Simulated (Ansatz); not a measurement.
# Ir: from a starting cell to a relaxed one

The start is a relaxed Ir cell shaken by Gaussian noise of σ = 0.08 Å a coordinate. The structure is fully relaxed (lattice and positions, P = 0) with PBE (plane waves to 420 eV, PAW, scalar-relativistic; Ansatz, an electronic-structure program). First-step values are on the input's coarse k-mesh.

Ansatz input (later rounds restart from its end on a renewed k-mesh):
Ansatz 0.2 input:
```yaml
crystal:
  lattice:
    - [4.943957803, 0, 0]
    - [0, 4.943957803, 0]
    - [0, 0, 4.943957803]
  atoms:
    - { symbol: Ir, position: [0.1808746213, 0.1319269406, 0.1530669843] }
    - { symbol: Ir, position: [0.6276842533, 0.3244054434, 0.8312204007] }
    - { symbol: Ir, position: [0.875253464, 0.6499846455, 0.3483279181] }
    - { symbol: Ir, position: [0.3647049494, 0.8386975139, 0.6141557592] }
    - { symbol: Ir, position: [0.8632461317, 0.8492658948, 0.8621161267] }
    - { symbol: Ir, position: [0.345139429, 0.6574053025, 0.1393030656] }
    - { symbol: Ir, position: [0.15635576, 0.3535530994, 0.6796235076] }
    - { symbol: Ir, position: [0.6776594056, 0.138943091, 0.3384928224] }
basis: { ecutwfc: 420, ecutrho_ratio: 4, xc_grid: 2, fft_grid_basis: typed }
kpoints: { mp_grid: { grid: [7, 7, 7] } }
hamiltonian:
  xc: pbe
  dispersion: none
  pseudopotentials: { azcp: { folder: ./paw }, kind: paw }
scf: { occupations: { method: fermi_dirac, width: 0.05 } }
relax: { f_tol: 0.01, max_steps: 100, cell: { stress_tol: 0.02 } }
output: { forces: true, stress: true }
```

Question: How large is the pressure on the unrelaxed cell, and of which sign?

Answer: +4.6 GPa (positive: the cell is compressed).

Question: How much energy is released per atom?

Answer: 0.28 eV/atom.

Question: How does the volume change?

Answer: -0.9 %, from 15.11 to 14.96 Å³/atom.

Question: Is the parent structure recovered?

Answer: It does not go back: it reaches P2₁/c (No. 14), 0.19 eV/atom below the parent.

Question: Give the final cell and atomic positions.

Answer: 
Space group P2₁/c (No. 14); a = 5.2114 Å, b = 4.6848 Å, c = 5.0691 Å, α = γ = 90.00°, β = 104.68°

```csv
atom,site,symmetry,x,y,z
Ir,4e,1,0.3887,0.1602,0.2844
Ir,4e,1,0.1368,0.6596,0.3499
```

Final values are on a 9×10×10 k-mesh of the relaxed cell. No spin polarisation in the result.

The relaxed structure here is a generated cell of Ir: the first start was made by placing the elements on the sites of a structure type, and the end was not matched to a known phase here, so it may be hypothetical. Known forms of Ir include space group No. 225.
